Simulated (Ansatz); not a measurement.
Given:

KAgF$_{4}$:
Space group I4/mcm (No. 140); a = b = 5.630 Å, c = 11.377 Å, α = β = γ = 90.00°

```csv
atom,site,symmetry,x,y,z
K,4a,422,0.0000,0.0000,0.2500
Ag,4d,m.mm,0.0000,0.5000,0.0000
F,16l,..m,0.3279,0.1721,0.1155
```
(The calculation used a cell of 12 atoms; values per cell refer to that cell.)

This is the LDA-relaxed structure.

All from DFT-LDA in the program Ansatz with PAW potentials, unless another level is named. Give the smallest direct gap on the standard path.

1.89 eV.

And the conduction-band minimum?

at X (2 equivalent valleys).

Next, the valence-band maximum?

at M.

And the weight of the conduction-edge state by species (Voronoi cells)?

F 53 %, Ag 46 %.

And the weight of the valence-edge state by species (Voronoi cells)?

F 58 %, Ag 42 %.

The first step of the workflow began from a Materials Project structure, measured or hypothetical; the Crystallography Open Database files this formula in space group No. 140, but the cells were not matched. Whether it is the stable phase at ambient conditions was not checked. The cell was relaxed with LDA under the symmetry of its start; of distortions, only those at the zone centre were tested. No spin polarisation was allowed. Scalar-relativistic: spin–orbit coupling is off unless named, which matters more the heavier the elements.

Potentials: the later of the program's two PAW sets.
